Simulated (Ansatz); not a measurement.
## Cutoff convergence: HfN

System: HfN (rock salt type, first atom moved by 0.06 Å along [111]), 2 atoms in the cell.

```
CELL_PARAMETERS angstrom
0.00000 2.26500 2.26500
2.26500 0.00000 2.26500
2.26500 2.26500 0.00000
ATOMIC_POSITIONS crystal
Hf 0.00765 0.00765 0.00765
N 0.50000 0.50000 0.50000
```

These are results of Ansatz 0.2.0 development build, HSE06, plane waves, PAW datasets (generated soft set 1), not measurements.

Exchange singularity: Wigner-Seitz; k-mesh 4×4×4 Γ-centred; Fermi–Dirac smearing of 0.1 eV; no spin polarisation; no spin–orbit coupling.

At 560 eV the pressure at a fixed basis is -0.99 GPa. Another run of the series gave -2.37 GPa at a fixed basis and an energy +11.4 meV/atom from the top run.

Question: Which cutoff did it use?
A. 480 eV
B. 300 eV
C. 380 eV
D. 340 eV
E. 280 eV
F. 420 eV
G. 320 eV

Answer: C. The series:

```json
{"cutoff (eV)": "280", "E − E(top) (meV/atom)": "341.5", "pressure at fixed basis (GPa)": "-32.03", "corrected pressure (GPa)": "-0.76", "rms force change (meV/Å)": "35.3"}
{"cutoff (eV)": "300", "E − E(top) (meV/atom)": "182.5", "pressure at fixed basis (GPa)": "-19.03", "corrected pressure (GPa)": "-1.09", "rms force change (meV/Å)": "1.0"}
{"cutoff (eV)": "320", "E − E(top) (meV/atom)": "88.8", "pressure at fixed basis (GPa)": "-10.23", "corrected pressure (GPa)": "-1.60", "rms force change (meV/Å)": "10.4"}
{"cutoff (eV)": "340", "E − E(top) (meV/atom)": "47.3", "pressure at fixed basis (GPa)": "-6.08", "corrected pressure (GPa)": "-1.15", "rms force change (meV/Å)": "30.5"}
{"cutoff (eV)": "380", "E − E(top) (meV/atom)": "11.4", "pressure at fixed basis (GPa)": "-2.37", "corrected pressure (GPa)": "-0.78", "rms force change (meV/Å)": "8.0"}
{"cutoff (eV)": "420", "E − E(top) (meV/atom)": "2.2", "pressure at fixed basis (GPa)": "-1.24", "corrected pressure (GPa)": "-0.94", "rms force change (meV/Å)": "0.2"}
{"cutoff (eV)": "480", "E − E(top) (meV/atom)": "0.4", "pressure at fixed basis (GPa)": "-0.98", "corrected pressure (GPa)": "-0.95", "rms force change (meV/Å)": "0.1"}
{"cutoff (eV)": "560", "E − E(top) (meV/atom)": "0.0", "pressure at fixed basis (GPa)": "-0.99", "corrected pressure (GPa)": "-0.96", "rms force change (meV/Å)": "0.0"}
```

The k-mesh is coarse, so these values belong to this mesh and can lie far from the converged ones.
